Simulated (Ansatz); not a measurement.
Relaxation of a relaxed Sn cell, doubled along one cell vector, shaken by Gaussian noise of σ = 0.08 Å a coordinate; 2 atoms in the cell, which starts as P-1 (No. 2), aP2; a = b = 3.0877 Å, c = 6.1755 Å, α = β = γ = 90.00°. Level of theory: PBE (plane waves to 420 eV, PAW, scalar-relativistic; Ansatz, a first-principles code). Γ-centred k-mesh 11×6×11 on the run's cell (coarser than for final values), Fermi–Dirac smearing 0.05 eV. This is the first round of the run. 

The optimiser's lines from the output (shortened; P is positive under compression):

```
relax step   1: F+E_penalty+E_count = -12048.39296884 eV  Δ(F+E_penalty+E_count) = +0.000e0 eV  max|allowed force component| = 3.834e-1 eV/Å  Δτ_max = 0.0000 Å  P = +0.413 GPa  Ω = 58.878 Å³  (8 SCF iters, dr2 threshold 1.00e-7 eV, accepted)
relax step   2: F+E_penalty+E_count = -12048.42057124 eV  Δ(F+E_penalty+E_count) = -2.760e-2 eV  max|allowed force component| = 5.566e-2 eV/Å  Δτ_max = 0.0829 Å  P = -0.128 GPa  Ω = 59.067 Å³  (7 SCF iters, dr2 threshold 2.00e-7 eV, accepted)
relax step   3: F+E_penalty+E_count = -12048.42524348 eV  Δ(F+E_penalty+E_count) = -4.672e-3 eV  max|allowed force component| = 3.624e-2 eV/Å  Δτ_max = 0.0476 Å  P = -0.032 GPa  Ω = 58.824 Å³  (5 SCF iters, dr2 threshold 2.00e-7 eV, accepted)
relax step   4: F+E_penalty+E_count = -12048.43307286 eV  Δ(F+E_penalty+E_count) = -7.829e-3 eV  max|allowed force component| = 4.527e-2 eV/Å  Δτ_max = 0.0703 Å  P = -0.001 GPa  Ω = 58.586 Å³  (5 SCF iters, dr2 threshold 2.00e-7 eV, accepted)
relax step   5: F+E_penalty+E_count = -12048.46826086 eV  Δ(F+E_penalty+E_count) = -3.519e-2 eV  max|allowed force component| = 9.229e-2 eV/Å  Δτ_max = 0.2000 Å  P = -0.267 GPa  Ω = 58.224 Å³  (6 SCF iters, dr2 threshold 2.00e-7 eV, accepted)
relax step   6: F+E_penalty+E_count = -12048.48081966 eV  Δ(F+E_penalty+E_count) = -1.256e-2 eV  max|allowed force component| = 7.456e-2 eV/Å  Δτ_max = 0.0663 Å  P = -0.131 GPa  Ω = 57.710 Å³  (5 SCF iters, dr2 threshold 2.00e-7 eV, accepted)
relax step   7: F+E_penalty+E_count = -12048.50151745 eV  Δ(F+E_penalty+E_count) = -2.070e-2 eV  max|allowed force component| = 1.519e-2 eV/Å  Δτ_max = 0.2000 Å  P = +0.293 GPa  Ω = 56.460 Å³  (6 SCF iters, dr2 threshold 2.00e-7 eV, accepted)
relax step   8: F+E_penalty+E_count = -12048.50375182 eV  Δ(F+E_penalty+E_count) = -2.234e-3 eV  max|allowed force component| = 3.377e-3 eV/Å  Δτ_max = 0.0382 Å  P = +0.211 GPa  Ω = 56.524 Å³  (5 SCF iters, dr2 threshold 2.00e-7 eV, accepted)
relax step   9: F+E_penalty+E_count = -12048.50398285 eV  Δ(F+E_penalty+E_count) = -2.310e-4 eV  max|allowed force component| = 3.611e-3 eV/Å  Δτ_max = 0.0127 Å  P = -0.066 GPa  Ω = 56.870 Å³  (4 SCF iters, dr2 threshold 2.00e-7 eV, accepted)
relax step  10: F+E_penalty+E_count = -12048.50402975 eV  Δ(F+E_penalty+E_count) = -4.690e-5 eV  max|allowed force component| = 1.387e-3 eV/Å  Δτ_max = 0.0028 Å  P = -0.005 GPa  Ω = 56.790 Å³  (4 SCF iters, dr2 threshold 2.98e-8 eV, accepted)
relax step  11: F+E_penalty+E_count = -12048.50403326 eV  Δ(F+E_penalty+E_count) = -3.507e-6 eV  max|allowed force component| = 1.935e-3 eV/Å  Δτ_max = 0.0022 Å  P = +0.005 GPa  Ω = 56.777 Å³  (8 SCF iters, accepted)
relax step  12: F+E_penalty+E_count = -12048.50404138 eV  Δ(F+E_penalty+E_count) = -8.122e-6 eV  max|allowed force component| = 1.920e-3 eV/Å  Δτ_max = 0.0008 Å  P = +0.006 GPa  Ω = 56.775 Å³  (4 SCF iters, dr2 threshold 1.69e-9 eV, accepted)
relax step  13: F+E_penalty+E_count = -12048.50406260 eV  Δ(F+E_penalty+E_count) = -2.123e-5 eV  max|allowed force component| = 2.788e-3 eV/Å  Δτ_max = 0.0012 Å  P = +0.015 GPa  Ω = 56.766 Å³  (4 SCF iters, dr2 threshold 3.08e-9 eV, accepted)
relax step  14: F+E_penalty+E_count = -12048.50422081 eV  Δ(F+E_penalty+E_count) = -1.582e-4 eV  max|allowed force component| = 3.564e-3 eV/Å  Δτ_max = 0.0020 Å  P = +0.028 GPa  Ω = 56.760 Å³  (4 SCF iters, dr2 threshold 1.01e-8 eV, accepted)
relax step  15: F+E_penalty+E_count = -12048.50477969 eV  Δ(F+E_penalty+E_count) = -5.589e-4 eV  max|allowed force component| = 9.890e-4 eV/Å  Δτ_max = 0.0017 Å  P = +0.040 GPa  Ω = 56.772 Å³  (4 SCF iters, dr2 threshold 4.07e-8 eV, accepted)
relax step  16: F+E_penalty+E_count = -12048.50017471 eV  Δ(F+E_penalty+E_count) = +4.605e-3 eV  max|allowed force component| = 1.417e-2 eV/Å  Δτ_max = 0.0028 Å  P = +0.040 GPa  Ω = 56.864 Å³  (5 SCF iters, dr2 threshold 6.66e-8 eV, rejected (line search))
relax step  17: F+E_penalty+E_count = -12048.50510743 eV  Δ(F+E_penalty+E_count) = -3.277e-4 eV  max|allowed force component| = 3.278e-4 eV/Å  Δτ_max = 0.0024 Å  P = -0.007 GPa  Ω = 56.837 Å³  (9 SCF iters, accepted)
relax step  18: F+E_penalty+E_count = -12048.50515205 eV  Δ(F+E_penalty+E_count) = -4.462e-5 eV  max|allowed force component| = 6.462e-4 eV/Å  Δτ_max = 0.0016 Å  P = -0.023 GPa  Ω = 56.867 Å³  (4 SCF iters, dr2 threshold 3.67e-8 eV, accepted)
relax step  19: F+E_penalty+E_count = -12048.50519691 eV  Δ(F+E_penalty+E_count) = -4.486e-5 eV  max|allowed force component| = 1.891e-4 eV/Å  Δτ_max = 0.0011 Å  P = +0.004 GPa  Ω = 56.831 Å³  (4 SCF iters, dr2 threshold 1.24e-8 eV, accepted)
relax step  20: F+E_penalty+E_count = -12048.50516164 eV  Δ(F+E_penalty+E_count) = +3.526e-5 eV  max|allowed force component| = 1.883e-4 eV/Å  Δτ_max = 0.0000 Å  P = +0.002 GPa  Ω = 56.831 Å³  stress off target by 1.65e-2 GPa  SCF on the basis re-selected at this cell (its energy is not comparable with the rows above)  (5 SCF iters)
```

From the first to the last row the energy changes by -0.06 eV/atom and the volume by -3.5 %. The last row is marked as not comparable with the walk above it, whose basis was carried along; it does compare with step 1, since both stand on a basis selected at the nominal cutoff for their own cell.

Step 16 was rejected by the optimiser.

Later rounds, restarted from the end of this one on a renewed k-mesh, logged 10 more steps and released under 0.01 eV/atom more. The final structure after all rounds: P6/mmm (No. 191), hP1, AFLOW prototype A_hP1_191_a (A_f, as in Sn); a = 3.2627 Å, b = 3.2627 Å, c = 3.0855 Å, α = 90.00°, β = 90.00°, γ = 120.00°. Between re-selections the logged energies stand on a plane-wave basis carried along with the cell. No spin polarisation in the result.

The run could not lose the symmetry of its start: the end is stationary, and may be a saddle point rather than a minimum.

The relaxed structure here is a generated cell of Sn: the first start was made by placing the elements on the sites of a structure type, and the end was not matched to a known phase here, so it may be hypothetical. Known forms of Sn include space group No. 141, 227.
